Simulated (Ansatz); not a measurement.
RuN (zinc blende, space group No. 216) at seven volumes, DFT-LDA in the program Ansatz with PAW potentials, scaled uniformly. One row is withheld.

```csv
V (Å³/atom),P (GPa)
10.165,35.82
10.500,?
10.835,10.02
11.170,0.00
11.505,-8.49
11.840,-15.68
12.175,-21.76
```

Question: Fit the shown pressures and predict the withheld one.

Answer: Third-order Birch–Murnaghan: P = (3/2)B₀(x^(7/2) − x^(5/2))[1 + (3/4)(B′ − 4)(x − 1)] with x = (V₀/V)^(2/3). Least squares on the six rows gives V₀ = 11.170 Å³/atom, B₀ = 306.8 GPa, B′ = 4.52. At V = 10.500, x = 1.0421 and P = 21.83 GPa. The run itself gave 21.85 GPa.

Space group F-43m (zinc blende). The workflow started from a Materials Project entry (that database holds measured and hypothetical structures alike); the Crystallography Open Database copy checked does not list it. Its standing as an ambient phase is unchecked. The cell was relaxed with LDA under the symmetry of its start; whether a distortion lowers the energy is not shown. No spin polarisation was allowed.

Potentials: the later of the program's two PAW sets.
